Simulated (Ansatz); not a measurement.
Cu:
```cif
data_Cu2
_chemical_formula_sum 'Cu2'
_space_group_name_H-M_alt 'P63/mmc'
_space_group_IT_number 194
_space_group_name_Hall '-P 6c 2c'
_cell_length_a 2.51071
_cell_length_b 2.51071
_cell_length_c 4.14580
_cell_angle_alpha 90.000
_cell_angle_beta 90.000
_cell_angle_gamma 120.000
loop_
_atom_site_label
_atom_site_type_symbol
_atom_site_symmetry_multiplicity
_atom_site_Wyckoff_symbol
_atom_site_fract_x
_atom_site_fract_y
_atom_site_fract_z
_atom_site_occupancy
Cu1 Cu 2 c 0.33333 0.66667 0.25000 1
```

Relaxed at zero pressure with PBEsol in the plane-wave PAW code Ansatz.

Question: The volume is raised by 3 % and shape and atoms relax at that volume. What pressure results, and how do the axes share the change?

Answer: -4.6 GPa; a 1.0 %, b 1.0 %, c 1.0 %; the energy rises by 5 meV/atom.

Question: Give the new structure.

Answer: 
Space group P6₃/mmc (No. 194); a = 2.5350 Å, b = 2.5350 Å, c = 4.1887 Å, α = 90.00°, β = 90.00°, γ = 120.00°

```csv
atom,site,symmetry,x,y,z
Cu,2c,-6m2,0.3333,0.6667,0.2500
```

The phase is kept; no other phase was compared at this pressure.

Space group P6_3/mmc (hcp (Mg type)). The workflow started from a Materials Project entry (that database holds measured and hypothetical structures alike); the Crystallography Open Database copy checked does not list it. It is not the phase usual at ambient conditions (space group No. 225). Symmetry was held in the PBEsol relaxation; of distortions, only those at the zone centre were tested. No spin polarisation was allowed. Axis ratios of metals converge slowly with the k-mesh, so a and c are less sure than the volume.

Potentials: the earlier of the program's two PAW sets.
